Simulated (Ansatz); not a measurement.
LiCl (rock salt, Fm-3m), DFT-PBEsol in the program Ansatz with PAW potentials: ε∞ = 3.07, cell volume 32.47 Å³. Infrared-active transverse modes:

| ω_TO (cm⁻¹) | oscillator strength S_xx (e²/amu) |
|---|---|
| 205.8 | 0.2373 |

Compute the static dielectric constant.

Each mode adds (4.921e7/V) S/ω²: 8.49. So ε0 = 11.6.

What LO frequency does the Lyddane–Sachs–Teller relation give?

ω_LO = ω_TO √(ε0/ε∞) = 399 cm⁻¹.

The cell was relaxed with PBEsol under the symmetry of its start; phonons on a q-mesh show no instability.

Potentials: the later of the program's two PAW sets.
